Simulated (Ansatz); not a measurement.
An element in the sc structure gives these cold pressures by all-electron LAPW under PBEsol (Ansatz 0.2.0, scalar-relativistic, no spin polarisation).

```tsv
V (Å³/atom)	P (GPa)
31.26	0.02
27.51	10.08
24.38	25.8
21.26	51.1
18.13	98.3
15.63	169.0
13.44	286.5
```

(1) Which element is it?

## Answers

(1) Te. Its zero-pressure volume in this structure is near 31.3 Å³/atom; the volume and the steepness of P(V) together point to it, though neighbours can come close. This is the case that was computed; others weren't tested.
